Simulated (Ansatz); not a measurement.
Relaxed-ion elastic tensor of Sc (dhcp (α-La type), P6_3/mmc) in GPa (Voigt order), PBEsol (plane waves, PAW; program Ansatz); density 3.17 g/cm³, 23.57 Å³ per atom.

```tsv
	1	2	3	4	5	6
1	93.1	40.3	31.4	0.0	0.0	0.0
2	40.3	93.1	31.4	0.0	0.0	0.0
3	31.4	31.4	104	0.0	0.0	0.0
4	0.0	0.0	0.0	26.6	0.0	0.0
5	0.0	0.0	0.0	0.0	26.6	0.0
6	0.0	0.0	0.0	0.0	0.0	26.4
```

Task: Is the crystal mechanically stable?

Result: Yes: the smallest eigenvalue of C is 26.4 GPa.

Task: Work out the Voigt, Reuss and Hill averages.

Result: K_V = 55.2, K_R = 55.1, K_H = 55.2; G_V = 28.4, G_R = 28.0, G_H = 28.2 GPa.

Task: Give Young's modulus, Poisson's ratio, Pugh's ratio and the universal anisotropy index.

Result: E = 9KG/(3K + G) = 72.2 GPa; ν = 0.28; K/G = 1.96 (ductile by the Pugh limit of 1.75); A_U = 5G_V/G_R + K_V/K_R − 6 = 0.08.

Task: Estimate the sound speeds and the Debye temperature.

Result: v_l = √((K + 4G/3)/ρ) = 5410 m/s, v_t = √(G/ρ) = 2980 m/s, mean 3320 m/s; Θ = (h/k)(3n/4πV)^(1/3) v_m = 345 K.

Task: How much does each axis shrink under pressure?

Result: Linear compressibilities β_i = Σ_j S_ij (j = 1 to 3): x 6.1, y 6.1, z 5.9 per TPa.

The start of the workflow was typed in or built on a structure type. Its sites differ from those of the usual phase in this space group: another stacking or structure type. The PBEsol relaxation kept the symmetry of its start; whether a distortion lowers the energy is not shown. No spin polarisation was allowed. As this level gives no gap, shear constants depend on the k-mesh and smearing (Fermi–Dirac, 0.1 eV here).

Potentials: the later of the program's two PAW sets.
